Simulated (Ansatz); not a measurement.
Total density of states per atom from PBEsol in the plane-wave PAW code Ansatz, in 0.25 eV bins, energy from the valence-band maximum:

```
E (eV) | states/eV/atom
    -7.90 |  0.00
    -7.65 |  0.00
    -7.40 |  0.00
    -7.15 |  0.00
    -6.90 |  0.00
    -6.65 |  0.00
    -6.40 |  0.00
    -6.15 |  0.00
    -5.90 |  0.00
    -5.65 |  0.00
    -5.40 |  0.00
    -5.15 |  0.00
    -4.90 |  0.00
    -4.65 |  0.00
    -4.40 | ##### 0.22
    -4.15 | ############### 0.72
    -3.90 | ############# 0.62
    -3.65 | ################# 0.78
    -3.40 | ################# 0.80
    -3.15 | ############### 0.71
    -2.90 | ############################## 1.40
    -2.65 | ############################# 1.35
    -2.40 | ########################## 1.22
    -2.15 | ############ 0.56
    -1.90 | ############ 0.56
    -1.65 | ############ 0.54
    -1.40 | ########### 0.53
    -1.15 | ######################### 1.18
    -0.90 | ############################ 1.33
    -0.65 | ######################## 1.11
    -0.40 | ############# 0.61
    -0.15 | #### 0.17
     0.10 |  0.00
     0.35 |  0.00
     0.60 |  0.00
     0.85 |  0.00
     1.10 |  0.00
     1.35 |  0.00
     1.60 |  0.00
     1.85 |  0.01
     2.10 | ## 0.07
     2.35 | ##### 0.24
     2.60 | ####### 0.34
     2.85 | ######### 0.40
     3.10 | ########### 0.51
     3.35 | ############## 0.68
     3.60 | ########################### 1.24
     3.85 | ################## 0.85
     4.10 | ######### 0.43
     4.35 | ## 0.11
     4.60 | ##### 0.22
     4.85 | ####### 0.31
     5.10 | ####### 0.33
     5.35 | ###### 0.28
     5.60 | ###### 0.26
     5.85 | ###### 0.28
     6.10 | ####### 0.33
     6.35 | ######## 0.39
     6.60 | ########## 0.45
```

Q: Which compound is it?
A) HgO, P-6m2 (Hg on 1a, O on 1f)
B) BaTiO3, P4mm (Ti on 1b, Ba on 1a, O on 1b, O on 2c)
C) FeO, rock salt
D) ZrO2, fluorite

A: B, BaTiO3, P4mm (Ti on 1b, Ba on 1a, O on 1b, O on 2c). Top 1 eV of the valence band: O 2p 93 %. Bottom 1 eV of the conduction band: Ti 3d 86 %, O 2p 11 %. Projections are on Löwdin-orthogonalised atomic valence shells; empty p or d shells of many metals are not among them.

The cell was relaxed with PBEsol under the symmetry of its start. The run is not spin-polarised. Spin–orbit coupling is left out wherever it is not named.

Potentials: the later of the program's two PAW sets.
